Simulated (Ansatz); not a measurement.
Ta$_{2}$O$_{5}$ in space group Pmmm (No. 47; Pearson symbol oP7), the program Ansatz at the PBEsol level (PAW), all energies at zero smearing, with the estimated change up to a 700 eV cutoff added, with one set of potentials and settings (totals compare only within such a set). Cell of 7 atoms (2 Ta, 5 O): -22422.342 eV.

```tsv
element	reference phase	E (eV/atom)
Ta	Im-3m, 1 atoms in the cell	-9806.5011
O	C2/m, 4 atoms in the cell, spin-polarised	-558.3554
```

Formation energy per atom, worked out: (-22422.342 − 2×(-9806.5011) − 5×(-558.3554))/7 = -2.509 eV/atom (-242 kJ per mol of atoms), at 0 K, without zero-point energy or fitted corrections.

The first step of the workflow began from a Materials Project structure, measured or hypothetical; the Crystallography Open Database copy checked does not list it. COD files the formula under space group No. 49, so this cell is another polymorph or a model. Whether it is the stable phase at ambient conditions was not checked. The PBEsol relaxation kept the symmetry of its start. At this level the phase is dynamically unstable (imaginary phonons). No spin polarisation was allowed. The references are the lowest solids computed at this level, not always the standard phases (solids in place of the gases). Spin–orbit coupling is left out wherever it is not named.

Potentials: the later of the program's two PAW sets.
